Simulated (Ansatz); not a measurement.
## Phonon dispersion of ScAl at 0.98 times its equilibrium volume

All numbers below come from DFT LDA, scalar-relativistic, plane waves, PAW in Ansatz 0.2.0. Plane waves to 420 eV; Γ-centred k mesh 12×12×12; Fermi-Dirac smearing of 0.15 eV. No spin polarisation. Phonons by linear response, acoustic sum rule imposed.

The cell, relaxed in shape and atoms at 0.98 times its equilibrium volume:
```
Sc Al
1.0
     3.28816    0.00000    0.00000
     0.00000    3.28816    0.00000
     0.00000    0.00000    3.28816
Sc Al
1 1
Direct
  0.50000 0.50000 0.50000
  0.00000 0.00000 0.00000
```

In a metal, frequencies and elastic constants depend on the k mesh and the smearing, soft modes and shear constants most. The q mesh is coarse, so values between its points are rough.

Force constants from linear response on a 2×2×2 q mesh.

Path: Γ–X–M–Γ–R–X | R–M. Distance along the path (Å⁻¹), then the branches (cm⁻¹, negative for imaginary):
```
0.000  0 0 0 305 305 305
0.119  32 32 40 304 304 304
0.239  64 64 79 301 301 303
0.358  94 94 116 296 296 300
0.478  123 123 151 289 289 296
0.597  149 149 182 281 281 289
0.717  171 171 210 271 271 280
0.836  188 188 233 262 262 268
0.955  195 195 252 253 258 258
1.075  184 194 230 259 262 279
1.194  162 192 203 261 283 300
1.314  138 174 188 264 304 319
1.433  115 145 184 267 324 334
1.553  93 116 180 270 340 346
1.672  75 88 177 273 352 355
1.791  62 66 174 275 360 361
1.911  57 57 173 276 363 363
2.080  57 82 175 275 356 361
2.249  56 128 176 273 336 355
2.417  55 171 175 274 304 346
2.586  50 154 214 263 280 335
2.755  42 125 198 260 289 324
2.924  30 88 138 284 297 314
3.093  16 45 71 299 303 307
3.262  0 0 0 305 305 305
3.469  36 36 91 295 306 306
3.676  71 71 172 268 310 310
3.883  106 106 206 259 313 313
4.089  140 140 168 300 315 315
4.296  146 174 174 312 312 326
4.503  165 206 206 306 306 329
4.710  211 233 233 295 295 311
4.917  246 246 246 288 288 288
5.086  224 226 244 286 302 303
5.255  185 194 239 282 319 323
5.424  144 166 231 277 327 335
5.593  114 153 221 271 326 338
5.761  112 160 211 266 315 331
5.930  137 185 203 262 295 314
6.099  173 197 220 259 270 288
6.268  195 195 252 253 258 258
6.268  246 246 246 288 288 288
6.388  235 235 244 287 297 297
6.507  212 212 237 286 312 312
6.626  184 184 226 284 327 327
6.746  154 154 213 282 340 340
6.865  123 123 199 280 350 350
6.985  93 93 186 278 357 357
7.104  68 68 177 276 361 361
7.223  57 57 173 276 363 363
```

Whether ScAl exists in this form wasn't checked.

Cost: 1 run of about 1.6 core-minutes, on Oxide Virtual Turin-like Processor (Zen 5) (shared hosts).